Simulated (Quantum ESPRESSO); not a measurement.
## Band energies of BN

```
CELL_PARAMETERS angstrom
      1.25112     0.72233     3.37293
     -1.25112     0.72233     3.37293
      0.00000    -1.44467     3.37293
ATOMIC_POSITIONS crystal
  B  0.99967 0.99967 0.99967
  N  0.33276 0.33276 0.33276
```

norm-conserving PBEsol (Quantum ESPRESSO, 84 Ry, no spin-orbit coupling); path ΓLB1,BZΓX,QFP1Z,LP; energies in eV from the valence-band maximum.

```
k (1/Å)  point  band 1  band 2  band 3  band 4  band 5  band 6  band 7
-------  -----  ------  ------  ------  ------  ------  ------  ------
0.00         Γ  -17.78   -4.26   -1.32   -1.32    4.94   11.69   11.69
0.32            -17.55   -4.02   -2.23   -1.73    5.40   11.57   12.28
0.74            -16.58   -5.13   -2.95   -2.94    6.98    9.63   11.37
1.16            -15.16   -8.04   -3.89   -1.36    6.22    9.39   11.79
1.48         L  -14.55   -9.00   -4.13   -0.66    5.18    9.87   12.83
1.59            -14.53   -8.98   -4.24   -0.63    5.18   10.02   12.85
2.03            -14.15   -8.46   -6.16   -0.15    4.96   11.69   13.93
2.47        B1  -14.00   -8.03   -6.92   -0.43    4.72   12.22   13.96
2.47         B  -14.00   -8.03   -6.92   -0.43    4.72   12.22   13.96
2.69            -14.44   -7.77   -6.13   -1.47    5.46   12.98   13.79
3.12            -15.91   -5.72   -4.11   -3.92    7.88   12.40   13.45
3.56            -17.09   -5.66   -2.90   -2.17    9.59   11.50   12.55
3.99         Z  -17.51   -6.26   -1.34   -1.34    9.90   11.62   11.62
4.41            -17.63   -5.54   -1.33   -1.33    7.65   11.65   11.65
4.82            -17.77   -4.34   -1.32   -1.32    5.08   11.69   11.69
4.92         Γ  -17.78   -4.26   -1.32   -1.32    4.94   11.69   11.69
5.13            -17.68   -4.14   -1.73   -1.52    5.12   11.64   12.11
5.54            -16.91   -4.09   -3.19   -2.89    6.38   10.30   11.96
5.95            -15.53   -6.66   -4.85   -1.53    7.19    8.65   13.35
6.37            -14.18   -8.06   -6.60   -0.10    5.00   11.62   12.89
6.68         X  -13.93   -8.02   -7.10   -0.16    4.55   12.15   13.72
6.68         Q  -13.93   -8.02   -7.10   -0.16    4.55   12.15   13.72
7.11            -14.33   -8.69   -5.08   -0.99    4.28   11.12   13.66
7.44         F  -14.48   -8.88   -4.18   -1.24    4.15    9.87   14.01
7.77        P1  -14.60   -8.73   -4.12   -1.57    4.89    9.93   14.10
7.87            -14.79   -8.40   -4.04   -2.02    5.37   10.02   14.45
8.24            -15.99   -6.03   -4.04   -3.32    7.85   10.47   14.68
8.62            -17.02   -5.55   -3.21   -2.20    9.50   11.08   13.72
9.00            -17.49   -6.23   -1.42   -1.38    9.89   11.58   11.71
9.09         Z  -17.51   -6.26   -1.34   -1.34    9.90   11.62   11.62
9.09         L  -14.55   -9.00   -4.13   -0.66    5.18    9.87   12.83
9.30            -14.55   -8.97   -4.13   -0.84    5.20    9.84   13.08
9.73         P  -14.60   -8.73   -4.12   -1.57    4.89    9.93   14.10
```

The PBEsol gap is indirect, 4.15 eV, from 88 % of the way from Γ to X to F; the smallest direct gap is 4.65 eV. Another valence extremum on the path lies within 0.02 eV, too close to call.

Geometry of the Materials Project entry, not relaxed at this level.

This is not the ordinary phase of the substance; no match was found in the copy of COD used, and its stability was not checked.

The distance between layers or molecules is the database entry's, not relaxed here. Functionals without dispersion can leave it too large, which widens gaps and weakens the response across layers: the numbers belong to this cell.
